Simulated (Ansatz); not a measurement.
An ordered 6-atom cell of Ga3SbP2 on the zincblende lattice (I-4m2), relaxed with r2SCAN. The symmetry is I-4m2 (No. 119, tetragonal); conventional cell a = 4.013 Å, c = 17.049 Å, 22.88 Å³ an atom. P is surrounded by 4 Ga at 2.40 Å; Ga is surrounded by 4 P at 2.40 Å; Ga is surrounded by 2 P at 2.40 Å and 2 Sb at 2.58 Å; Sb is surrounded by 4 Ga at 2.58 Å.

```cif
data_structure
_symmetry_space_group_name_H-M 'I-4m2'
_symmetry_Int_Tables_number 119
_cell_length_a 4.0132
_cell_length_b 4.0132
_cell_length_c 17.0494
_cell_angle_alpha 90.000
_cell_angle_beta 90.000
_cell_angle_gamma 90.000
_cell_volume 274.59
loop_
_atom_site_label
_atom_site_type_symbol
_atom_site_symmetry_multiplicity
_atom_site_Wyckoff_symbol
_atom_site_fract_x
_atom_site_fract_y
_atom_site_fract_z
_atom_site_occupancy
P1 P 4 e 0.00000 0.00000 0.17273 1
Ga1 Ga 2 c 0.00000 0.50000 0.25000 1
Ga2 Ga 4 f 0.50000 0.00000 0.40446 1
Sb1 Sb 2 b 0.50000 0.50000 0.00000 1
```

4 runs of the PAW code Ansatz on this cell differ in the functional (and in the settings that go with it). Levels are in eV from each run's valence top; v1 is the last filled band, c1 the first empty one.

Run A, mean stress +0.2 GPa (compression positive):
```tsv
point	v4	v3	v2	v1	c1	c2
Γ	-2.47	-0.36	0.00	0.00	1.82	2.44
X	-3.89	-3.87	-3.19	-3.06	2.39	2.48
P	-3.71	-3.59	-3.36	-3.11	2.74	3.03
N	-2.24	-2.20	-1.57	-0.35	2.10	3.20
M	-1.94	-1.94	-0.62	-0.62	2.25	2.38
S	-2.14	-2.06	-2.01	-0.34	2.39	2.68
```

Run B, mean stress +0.4 GPa (compression positive):
```tsv
point	v4	v3	v2	v1	c1	c2
Γ	-2.42	-0.38	0.00	0.00	1.21	1.80
X	-3.81	-3.80	-3.14	-3.01	1.75	1.84
P	-3.64	-3.52	-3.30	-3.06	2.10	2.37
N	-2.20	-2.16	-1.54	-0.33	1.48	2.55
M	-1.91	-1.91	-0.60	-0.60	1.61	1.73
S	-2.10	-2.02	-1.98	-0.32	1.76	2.04
```

Run C, mean stress +2.2 GPa (compression positive):
```tsv
point	v4	v3	v2	v1	c1	c2
Γ	-2.21	-0.34	0.00	0.00	0.49	1.12
X	-3.50	-3.48	-2.87	-2.77	1.21	1.22
P	-3.32	-3.23	-3.04	-2.83	1.52	1.72
N	-2.00	-1.98	-1.42	-0.32	0.78	1.80
M	-1.75	-1.75	-0.57	-0.57	0.97	1.18
S	-1.92	-1.87	-1.86	-0.31	1.08	1.32
```

Run D, mean stress 0.0 GPa (compression positive):
```tsv
point	v4	v3	v2	v1	c1	c2
Γ	-2.32	-0.36	0.00	0.00	0.83	1.44
X	-3.64	-3.62	-3.01	-2.90	1.44	1.46
P	-3.46	-3.37	-3.17	-2.95	1.77	1.96
N	-2.10	-2.07	-1.48	-0.34	1.09	2.09
M	-1.83	-1.83	-0.59	-0.59	1.19	1.41
S	-2.01	-1.94	-1.93	-0.33	1.37	1.62
```

Task: Match the runs to PBE, r2SCAN, HSE06, PBE0.

Result: A is PBE0, B is HSE06, C is PBE, D is r2SCAN. In order of the gap: PBE 0.49, r2SCAN 0.83, HSE06 1.21, PBE0 1.82 eV.

Spin-unpolarised throughout. Whether this structure exists isn't addressed.

No spin-orbit coupling is included; it can move band edges with weight on the heavy atoms by tenths of an eV.

The program warns that its thresholds are loose for a hybrid's stress.
